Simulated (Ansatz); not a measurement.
The start is a generated cell, YSi2 placed in the AFLOW prototype AB2_oP6_58_a_g (C35, as in CaCl2). The structure is fully relaxed (lattice and positions, P = 0) with r2SCAN (plane waves to 500 eV, PAW, scalar-relativistic; Ansatz, a program for electronic structure). First-step values are on the input's coarse k-mesh.

Ansatz input (later rounds restart from its end on a renewed k-mesh):
Ansatz 0.2 input:
```yaml
crystal:
  lattice:
    - [5.5294401, 0, 0]
    - [0, 5.6978044, 0]
    - [0, 0, 3.7217385]
  atoms:
    - { symbol: Y, position: [0, 0, 0] }
    - { symbol: Y, position: [0.5, 0.5, 0.5] }
    - { symbol: Si, position: [0.275, 0.325, 0] }
    - { symbol: Si, position: [0.775, 0.175, 0.5] }
    - { symbol: Si, position: [0.225, 0.825, 0.5] }
    - { symbol: Si, position: [0.725, 0.675, 0] }
basis: { ecutwfc: 500, ecutrho_ratio: 4, xc_grid: 4, fft_grid_basis: typed }
kpoints: { mp_grid: { grid: [4, 4, 6] } }
hamiltonian:
  xc: r2scan
  dispersion: none
  pseudopotentials: { kind: paw }
scf: { occupations: { method: fermi_dirac, width: 0.05 } }
relax: { f_tol: 0.01, max_steps: 100, cell: { stress_tol: 0.02 } }
output: { forces: true, stress: true }
```

| Quantity | Result |
|---|---|
| Initial pressure | +35 GPa (positive: the cell is compressed) |
| Largest initial force | about 0.9 eV/Å, on Si3, Si4, Si5, Si6 (atoms numbered as listed) |
| Outcome | The space group goes from Pnnm (No. 58) to Immm (No. 71), with 3 atoms in the primitive cell |
| Energy released | 1.92 eV/atom |
| Volume change | +26.2 %, from 19.54 to 24.66 Å³/atom |
| Shortest distances (start → end) | The closest pairs of elements (up to four, under 3.6 Å), start → end: Si–Si 3.19 → 2.23 Å; Si–Y 2.40 → 2.94 Å |
| Optimiser moves | 15 |

Final values are on a 14×14×14 k-mesh of the relaxed cell. No spin polarisation in the result. The relaxed primitive cell holds an odd number of electrons. A magnetic state may lie lower.

The run could not lower the symmetry of its start; a shaken copy of this end point relaxes with r2SCAN to R-3m (No. 166), 0.55 eV/atom lower.

The relaxed structure here is a generated cell of YSi2: the first start was made by placing the elements on the sites of a structure type, and the end was not matched to a known phase here, so it may be hypothetical.
